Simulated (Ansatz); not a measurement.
input.yaml (Ansatz)

```yaml
crystal:
  lattice:
    - [0.0, 2.4269599118, 2.4269599118]
    - [2.4269599118, 0.0, 2.4269599118]
    - [2.4269599118, 2.4269599118, 0.0]
  atoms:
    - { symbol: Co, position: [0.125, 0.125, 0.125], spin: 0.301 }
    - { symbol: Co, position: [0.875, 0.875, 0.875], spin: 0.301 }
hamiltonian:
  xc: mr2scan
  pseudopotentials:
    kind: paw
    azcp:
      Co: "pseudopotentials/Co.paw.azcp"
basis:
  ecutwfc: 500
  fft_grid_basis: typed
kpoints:
  mp_grid: { grid: [18, 18, 18], shift: [0, 0, 0] }
magnetization:
  spin_polarized: true
scf:
  occupations: { method: fermi_dirac, width: 0.05 }
```

Output

```
Engine: ansatz 0.2.0, x86_64-unknown-linux-gnu
Pseudopotentials: kind: paw
Pseudopotential: Co, paw, valence charge 17, recommended cutoff 500 eV (meta_gga) 
Functional definition: m-r2SCAN
  exchange = m_r2scan_x
  correlation = m_r2scan_c
Crystal: 2 atoms, lattice volume = 28.590 Å³
Basis set: ecut = 500 eV, 725 PW (Γ), exchange–correlation on 108×108×108 points (64 copies of the dense FFT grid, shifted against one another)
Bands: 22, of which v1, the nominal top of the filled ones, is band 17 counted from 1 (16 counted from 0)
Symmetry: 48 space group operations
Space group: Fd-3m (ITA 227), of the structure as read, at distance tolerance 3.1e-5 Å
Magnetic group: BNS 227.128 (UNI 1630), of the structure as read, at distance tolerance 3.1e-5 Å
k-points: 195 of 5832
Non-local potential: Co, projectors of the file, l = 0: 3, l = 1: 2, l = 2: 3, l = 3: 1
PAW form: soft (Blöchl's): semilocal exchange-correlation on the pseudo side does not see the compensation charge
PAW frozen core: Co, regenerated for the run's functional (the file was generated under x = pbe(κ = 0.804, μ = 0.2195149727645171), c = pbe(β = 0.06672455060314922))
PAW one-centre angular grid: Co, 590 points (default); XC on 160 Gauss nodes
Initial density: superposition of atomic densities (chi_scale 0.1, normalization cell)
Starting moments: Σ|m| = 0.602 μB on 2 of 2 sites
Initial wavefunctions: pseudopotential atomic-orbital guess
Functional: x = mr2scan, c = mr2scan; τ floored in thin density (d = 2e-4 eV/Å³)
iter 1 solved again at ethr=1.49e-3 eV; its pass at ethr=3.10e-3 eV (dr2=5.07e-1 eV) is discarded
SCF iter   1: F=—  HF=-10257.416942 eV  |F-HF|=—  |Δ(HF+E_count)|=         —  Δρ=3.62e-2 (↑3.62e-2 ↓3.54e-2)  dr2=6.93e-1  dr2_τ=9.83e-3  dr2_m=1.53e-3  M=0.505 μB ∫|m|=0.510 μB  β_m=1.00  ethr=1.49e-3  ⟨swp⟩=2.3  Hψ=50806  notcnv=0
Mixer restart at iter 1: flushing history
spin=Collinear: Kerker preconditioning applied to the charge; magnetization (m = ρ↑ − ρ↓) channel mixes plain (no charge-response kernel on spin).
SCF iter   2: F=—  HF=-10257.417651 eV  |F-HF|=—  |Δ(HF+E_count)|=   7.10e-4  Δρ=1.99e-2 (↑1.99e-2 ↓1.74e-2)  dr2=3.32e-1  dr2_τ=7.77e-3  dr2_m=1.58e-3  M=0.520 μB ∫|m|=0.533 μB  β_m=1.00  ethr=1.49e-3  ⟨swp⟩=3.0  Hψ=17330  notcnv=0  κ⁻¹=1.0e0(r=1)
SCF iter   3: F=—  HF=-10258.076747 eV  |F-HF|=—  |Δ(HF+E_count)|=   6.59e-1  Δρ=1.76e-2 (↑1.76e-2 ↓1.64e-2)  dr2=3.08e-1  dr2_τ=1.66e-3  dr2_m=3.30e-4  M=0.521 μB ∫|m|=0.537 μB  β_m=1.00  ethr=9.77e-4  ⟨swp⟩=2.0  Hψ=12356  notcnv=0  κ⁻¹=4.5e-3(r=2)
SCF iter   4: F=—  HF=-10259.306449 eV  |F-HF|=—  |Δ(HF+E_count)|=    1.23e0  Δρ=1.35e-2 (↑1.35e-2 ↓1.26e-2)  dr2=2.44e-1  dr2_τ=8.71e-4  dr2_m=1.40e-4  M=0.527 μB ∫|m|=0.544 μB  β_m=1.00  ethr=9.06e-4  ⟨swp⟩=2.6  Hψ=15435  notcnv=0  κ⁻¹=3.9e-3(r=3)
SCF iter   5: F=—  HF=-10259.705854 eV  |F-HF|=—  |Δ(HF+E_count)|=         —  Δρ=1.38e-2 (↑1.38e-2 ↓8.27e-3)  dr2=1.12e-1  dr2_τ=1.18e-3  dr2_m=1.73e-2  M=0.650 μB ∫|m|=0.661 μB  β_m=1.00  ethr=7.18e-4  ⟨swp⟩=3.0  Hψ=15519  notcnv=0
...
SCF iter  19: F=—  HF=-10259.704135 eV  |F-HF|=—  |Δ(HF+E_count)|=   7.13e-8  Δρ=1.80e-5 (↑5.84e-6 ↓1.80e-5)  dr2=2.80e-8  dr2_τ=5.80e-10  dr2_m=3.44e-8  M=0.563 μB ∫|m|=0.577 μB  β_m=1.00  ethr=5.01e-11  ⟨swp⟩=3.0  Hψ=18620  notcnv=0  κ⁻¹=1.2e-6(r=8)
SCF iter  20: F=—  HF=-10259.704135 eV  |F-HF|=—  |Δ(HF+E_count)|=   3.89e-8  Δρ=3.38e-6 (↑2.83e-6 ↓3.38e-6)  dr2=3.90e-10  dr2_τ=5.65e-11  dr2_m=2.18e-9  M=0.563 μB ∫|m|=0.576 μB  β_m=1.00  ethr=5.01e-11  ⟨swp⟩=2.0  Hψ=15133  notcnv=0  κ⁻¹=1.0e-7(r=8)
SCF iter  21: F=—  HF=-10259.704135 eV  |F-HF|=—  |Δ(HF+E_count)|=   2.33e-8  Δρ=1.37e-5 (↑1.34e-5 ↓1.37e-5)  dr2=1.34e-10  dr2_τ=5.27e-10  dr2_m=4.79e-8  M=0.563 μB ∫|m|=0.576 μB  β_m=1.00  ethr=1.15e-12  ⟨swp⟩=1.0  Hψ=25873  notcnv=0  κ⁻¹=3.6e-8(r=8)
SCF iter  22: F=-10259.704135 eV  HF=-10259.704135 eV  |F-HF|=2.04e-10  |Δ(HF+E_count)|=   3.91e-8  Δρ=8.81e-7 (↑8.81e-7 ↓6.24e-7)  dr2=1.15e-11  dr2_τ=3.83e-12  dr2_m=1.39e-10  M=0.563 μB ∫|m|=0.576 μB  ethr=1.00e-12  ⟨swp⟩=3.9  Hψ=24913  notcnv=0
SCF 1 converged in 22 iterations: F = -10259.704135 eV  dr2 = 1.15e-11
Initial density: read from a saved state, or passed on in memory by an earlier SCF of this step, an earlier step, the calling program or the single point that the run made first
Starting moments: Σ|m| = 0.602 μB on 2 of 2 sites; this step starts from the density that it was given
Initial wavefunctions: those read from a saved state, or passed on in memory by an earlier step or the calling program
iter 1 solved again at ethr=1.00e-12 eV; its pass at ethr=2.94e-6 eV (dr2=1.14e-11 eV) is discarded
SCF iter   1: F=—  HF=-10259.704135 eV  |F-HF|=—  |Δ(HF+E_count)|=         —  Δρ=8.83e-7 (↑8.83e-7 ↓6.28e-7)  dr2=1.14e-11  dr2_τ=3.88e-12  dr2_m=1.40e-10  M=0.563 μB ∫|m|=0.576 μB  ethr=1.00e-12  ⟨swp⟩=1.0  Hψ=44572  notcnv=0
spin=Collinear: Kerker preconditioning applied to the charge; magnetization (m = ρ↑ − ρ↓) channel mixes plain (no charge-response kernel on spin).
SCF iter   2: F=—  HF=-10259.659845 eV  |F-HF|=—  |Δ(HF+E_count)|=   4.43e-2  Δρ=4.49e-2 (↑4.49e-2 ↓7.89e-3)  dr2=3.48e-1  dr2_τ=2.09e-3  dr2_m=1.30e-1  M=2.303 μB ∫|m|=2.392 μB  ethr=2.94e-6  ⟨swp⟩=1.0  Hψ=49536  notcnv=0
SCF iter   3: F=—  HF=-10259.701674 eV  |F-HF|=—  |Δ(HF+E_count)|=   4.18e-2  Δρ=5.81e-3 (↑2.69e-3 ↓5.81e-3)  dr2=1.42e-3  dr2_τ=8.95e-5  dr2_m=4.46e-3  M=0.866 μB ∫|m|=0.884 μB  ethr=4.74e-6  ⟨swp⟩=1.1  Hψ=29284  notcnv=0
SCF iter   4: F=—  HF=-10259.704131 eV  |F-HF|=—  |Δ(HF+E_count)|=   2.46e-3  Δρ=2.22e-4 (↑5.15e-5 ↓2.22e-4)  dr2=6.20e-6  dr2_τ=1.16e-7  dr2_m=3.38e-6  M=0.582 μB ∫|m|=0.596 μB  ethr=2.94e-6  ⟨swp⟩=1.0  Hψ=21231  notcnv=0
an SCF towards Hund's moment on open shells that bore less, with the run's symmetry operations kept, reached no lower state that the run goes on to. This is no proof of a minimum
this state was not tested for a lower state beside it, because the mixer in use, unlike msr1, does not test its closes by its own steps (another_mixer; see scf.mixing.algorithm and scf.lower_state_search)
SCF converged after 22 iterations
Magnetization: 0.5627 μB (17.2813 up, 16.7187 down)
Absolute magnetization: 0.5766 μB (∫|ρ↑−ρ↓|, with the PAW one-centre terms)
Spin contamination: 0.0022 ħ² per cell (⟨S²⟩ above its minimum at these occupations)
Per-site moments (μB) at R_I (Å): [(0.2751143402998737, 0.8669961867539117), (0.2751143402998738, 0.8669961867539117)]
Free energy (F): -10259.704135 eV
Harris-Foulkes:  -10259.704135 eV  (|F-HF|=2.04e-10)
Internal energy: -10259.672414 eV  (E = F + TS)
E sigma→0 (E₀):  -10259.688274 eV
Entropy (-TS):   -0.031721 eV (-15.861 meV/atom)
Fermi energy:    13.053472 eV
--- Per-component energies (eV) ---
  E_band       = -724.482395
  E_kinetic    = 916.446112
  E_local      = -7113.567161  (includes V_loc(G=0)·N_el)
  E_nonlocal   = 918.740999
  E_hartree    = 3006.637540
  E_xc         = -313.868783
  E_vxc        = -457.933590  (∫ρ·V_xc dr)
  E_paw        = -3055.111255  (= ΣΔE_a)
  E_vpaw       = -1030.913626  (= ΣTr[D̂ρ^β])
  E_aug_tail   = 0.000066  (compensation charges beyond the density's cutoff)
  E_vtau       = 29.469772  (kinetic-family band-sum trace: ∫τ·v_τ [+ j·A + Jᵃ·Aᵃ] dr)
  E_ewald      = -4618.359520
  E_core_change = -0.590412  (= ΣΔE_core)
  E_smearing   = -0.031721  (= −TS)
  E_closure    = 0.000000  (closes the sum)
  Σ components = -10259.704135   (vs F -10259.704135, Δ=0.00e0)
```
